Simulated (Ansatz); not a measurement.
BaO₂:
```
BaO2
1.0
   -1.86693     1.86693     3.31997
    1.86693    -1.86693     3.31997
    1.86693     1.86693    -3.31997
Ba O
1 2
Direct
  0.00000   0.00000   0.00000
  0.39075   0.39075   0.00000
  0.60925   0.60925   0.00000
```

Tensor components refer to the Cartesian frame of this cell.

Give the high-frequency dielectric tensor and the Born effective charge tensors of the independent atoms from DFPT, LDA (plane waves, PAW; program Ansatz).


ε∞:
```
3.61  0.00  0.00
0.00  3.61  0.00
0.00  0.00  3.93
```
Z* of atom 1 (Ba), rows: field, columns: displacement, in e:
```
2.95  0.00  0.00
0.00  2.95  0.00
0.00  0.00  2.90
```
Z* of atom 2 (O), rows: field, columns: displacement, in e:
```
-1.47   0.00   0.00
 0.00  -1.47   0.00
 0.00   0.00  -1.45
```

Space group I4/mmm (MoSi2 or CaC2 type). The workflow started from a Materials Project entry (that database holds measured and hypothetical structures alike); the Crystallography Open Database files this formula in space group No. 139, but the cells were not matched. Its standing as an ambient phase is unchecked. The LDA relaxation kept the symmetry of its start; its stability against distortions is not shown here. Scalar-relativistic: spin–orbit coupling is off unless named, which matters more the heavier the elements.

Potentials: the later of the program's two PAW sets.
